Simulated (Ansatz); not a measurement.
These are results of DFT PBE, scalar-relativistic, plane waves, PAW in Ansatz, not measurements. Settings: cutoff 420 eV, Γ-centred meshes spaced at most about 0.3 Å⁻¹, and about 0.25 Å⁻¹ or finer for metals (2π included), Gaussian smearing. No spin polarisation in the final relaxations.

These are static total energies at zero pressure.

Two forms of LaNb2N2 were relaxed alike.

A.

```
La Nb N
1.0
     3.61519    0.00000    0.00000
    -1.80759    3.13084    0.00000
     0.00000    0.00000    6.75282
La Nb N
1 2 2
Direct
  0.00000 0.00000 0.00000
  0.33333 0.66667 0.63085
  0.66667 0.33333 0.36915
  0.33333 0.66667 0.28733
  0.66667 0.33333 0.71267
```

B.

```
La Nb N
1.0
     4.35614    0.00000    0.00000
    -2.17807    3.77252    0.00000
     0.00000    0.00000    5.99212
La Nb N
1 2 2
Direct
  0.00000 0.00000 0.50000
  0.33333 0.66667 0.00000
  0.66667 0.33333 0.00000
  0.00000 0.00000 0.89015
  0.00000 0.00000 0.10985
```

Question: Which would you expect to be lower, and how large is the difference?

Answer: A is lower, by 1.29 eV/atom. A has space group P-3m1 (No. 164), 15.3 Å³/atom and no gap on its mesh; B has space group P6/mmm (No. 191), 19.7 Å³/atom and no gap. Counting N atoms around La and Nb (those within 1.25 times the shortest such distance or 1.15 times the sum of covalent radii), A has La 6, Nb 4 and B has La 2, Nb 6. B holds N–N pairs (shortest 1.32 Å); in A the shortest N–N distance is 3.55 Å. The denser one is the lower, and pressure would at first widen the difference. In A, La is surrounded by 6 N at 2.85 Å and 6 Nb at 3.25 Å; around Nb lie 3 N at 2.16 Å, 1 N at 2.32 Å, 3 Nb at 2.73 Å and 3 La at 3.25 Å; N has 3 Nb at 2.16 Å, 1 Nb at 2.32 Å and 3 La at 2.85 Å. In B, La is surrounded by 2 N at 2.34 Å, 2 N at 3.65 Å and 12 Nb at 3.91 Å; Nb has 3 Nb at 2.52 Å, 6 N at 2.60 Å and 6 La at 3.91 Å; N has 1 N at 1.32 Å, 1 La at 2.34 Å and 6 Nb at 2.60 Å. Both come from invented guesses. A third cell relaxed alike, in I4/mmm, lies 41 meV/atom below the lower of the two.

A magnetic state wasn't ruled out in cells without spin, among them P6/mmm. Cells relaxed within their symmetry can be saddle points.
